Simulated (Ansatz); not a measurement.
Ca9Mn2N8, one structure, two calculations

Cell: a Materials Project structure (computed, not necessarily an observed phase), taken as it stands.

Space group C2/m (No. 12); a = 18.6144, b = 4.9073, c = 7.8704 Å, β = 111.66°.

```
site  Wyckoff  site symmetry       x       y       z
 Ca1       2d            2/m  0.5000  0.0000  0.5000
 Ca2       4i              m  0.0376  0.0000  0.2371
 Ca4       4i              m  0.3273  0.0000  0.5519
 Ca6       4i              m  0.4131  0.0000  0.0136
 Ca8       4i              m  0.1939  0.0000  0.8200
  Mn       4i              m  0.1929  0.0000  0.2000
 N12       4i              m  0.1092  0.0000  0.0022
 N14       4i              m  0.1825  0.0000  0.4063
 N16       4i              m  0.2843  0.0000  0.1885
 N18       4i              m  0.4636  0.0000  0.7518
```

One atom of each set is listed; the run and its k-mesh use a cell of 19 atoms with edges of 9.63, 9.63, 7.87 Å.

First run. Level of theory: DFT, PBE, plane waves and PAW, scalar-relativistic, collinear spin, 420 eV cutoff, Γ-centred 6×6×4 k-points, Fermi–Dirac smearing 0.02 eV (Ansatz 0.2.0). Start moments as typed (μB): 4 on each Mn, none on the rest.

```
site  V_zz (10²¹ V/m²)     η  m (μB)
 Ca1            -14.40  0.21    0.00
 Ca2             -6.39  0.65    0.00
 Ca4              5.14  0.91    0.01
 Ca6              2.86  0.40    0.01
 Ca8              3.69  0.80    0.01
  Mn             -3.03  0.79    0.89
 N12             -0.90  0.95    0.02
 N14              2.07  0.29   -0.02
 N16             -1.46  0.70    0.00
 N18             -0.31  0.66   -0.01
```

Second run. The same atoms and settings, except that the mesh is 7×7×5 and the Fermi–Dirac smearing is 0.05 eV.

(1) What does the second run give?

Answers

(1) 

| site | V_zz | η | change of V_zz | m (μB) |
| --- | --- | --- | --- | --- |
| Ca1 | -14.47 | 0.19 | -0.07 | 0.00 |
| Ca2 | -6.38 | 0.66 | +0.01 | 0.00 |
| Ca4 | 5.18 | 0.89 | +0.04 | 0.01 |
| Ca6 | 2.88 | 0.41 | +0.02 | 0.01 |
| Ca8 | 3.73 | 0.80 | +0.04 | 0.01 |
| Mn | -2.91 | 0.80 | +0.12 | 0.89 |
| N12 | -0.89 | 0.88 | +0.01 | 0.02 |
| N14 | 1.95 | 0.31 | -0.12 | -0.01 |
| N16 | -1.44 | 0.67 | +0.02 | 0.01 |
| N18 | -0.30 | 0.76 | +0.01 | 0.00 |

The largest change of V_zz is on N14, from 2.07 to 1.95. In per cent, |V_zz| changes by 0 to +1 on Ca, -4 on Mn, -6 on N (all sites that start above 2).

Semilocal functionals can leave a metal where correlation in the d or f shell opens a gap in the real compound, and that would change the values at and beside Mn. The run lost most of its start moments on Mn; a state with other moments may lie lower. All moments are parallel here, as the start or the cell imposes; many such compounds order antiparallel, where fields and spin densities carried over to other atoms largely cancel. The magnetic order is the one that the run reached from its start moments, not necessarily the measured one.
